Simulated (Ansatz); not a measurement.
An element in the sc structure gives these cold pressures by all-electron LAPW under LDA (Ansatz 0.2.0, scalar-relativistic, no spin polarisation).

| V (Å³/atom) | P (GPa) |
| --- | --- |
| 18.54 | 0.01 |
| 17.06 | 10.99 |
| 15.58 | 29.5 |
| 14.09 | 61.1 |
| 12.61 | 115.7 |
| 11.13 | 212.9 |
| 9.64 | 393.6 |
| 8.34 | 690.5 |

(1) Which element is it?

Answers

(1) Ag. Its zero-pressure volume in this structure is near 18.5 Å³/atom; the volume and the steepness of P(V) together point to it, though neighbours can come close. This is the case that was computed; others weren't tested.
